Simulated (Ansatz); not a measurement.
Cu2O (cuprite type, space group Pn-3m)

```
Cu2O
1.0
    4.29840     0.00000     0.00000
    0.00000     4.29840     0.00000
    0.00000     0.00000     4.29840
Cu O
4 2
Cartesian
  3.22380   3.22380   3.22380
  3.22380   1.07460   1.07460
  1.07460   3.22380   1.07460
  1.07460   1.07460   3.22380
  0.00000   0.00000   0.00000
  2.14920   2.14920   2.14920
```

Grid over V/V₀ and (c/a)/(c/a)₀, subscript 0 meaning the relaxed cell; the conventional c axis lies along z; no internal relaxation.

These are PBE (plane waves to 420 eV, PAW, scalar-relativistic; Ansatz, an electronic-structure program) values and carry that method's errors. k mesh 8×8×8 (Γ-centred), Fermi-Dirac smearing 0.05 eV. Stress and pressure are positive under compression. Cu2O is run without spin polarisation. Cu2O was relaxed with its symmetry unable to fall.

At one point of the scan the stress tensor (GPa) is:

```
   -3.1      0.0      0.0
    0.0     -3.1      0.0
    0.0      0.0     -2.3
```

Q: Which point is it?
(A) V/V₀ = 1.000, (c/a)/(c/a)₀ = 0.987
(B) V/V₀ = 1.080, (c/a)/(c/a)₀ = 0.973
(C) V/V₀ = 1.027, (c/a)/(c/a)₀ = 0.960
(D) V/V₀ = 1.053, (c/a)/(c/a)₀ = 1.000

A: C, V/V₀ = 1.027, (c/a)/(c/a)₀ = 0.960

(Under strain, the slope of the energy per volume gives the stress and its curvature an elastic modulus.)
